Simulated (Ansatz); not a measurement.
C:
Space group P6₃/mmc (No. 194); a = 4.436 Å, b = 4.436 Å, c = 2.520 Å, α = 90.00°, β = 90.00°, γ = 120.00°

```csv
atom,site,symmetry,x,y,z
C,6h,mm2,0.1041,0.5520,0.2500
```

Relaxed with PBEsol.

Q: Give the optical modes at the zone centre with their infrared activity from DFPT, DFT-PBEsol in the program Ansatz with PAW potentials.

A: Transverse frequencies, without the LO–TO term; a row sums one degenerate level.

```csv
ω (cm⁻¹),degeneracy,IR ((D/Å)²/amu),activity,symmetry
305,1,0.00,IR-inactive,B1u
593,2,0.00,IR-inactive,E2u
826,2,0.00,IR-inactive,E2g
913,2,2.15,IR,E1u
946,1,0.00,IR-inactive,A2g
1225,2,0.00,IR-inactive,E2g
1253,1,0.00,IR-inactive,B2u
1259,1,0.00,IR-inactive,B1g
1434,2,0.00,IR-inactive,E1g
1456,1,0.00,IR-inactive,A1g
```

Q: How high does the top mode go among those that the LO–TO term moves?

A: 918 cm⁻¹ for q along x, 918 cm⁻¹ for q along y.

Space group P6_3/mmc. The start of the workflow was typed in or built on a structure type. Its sites differ from those of the usual phase in this space group: another stacking or structure type. The cell was relaxed with PBEsol under the symmetry of its start; its stability against distortions is not shown here.

Potentials: the later of the program's two PAW sets.
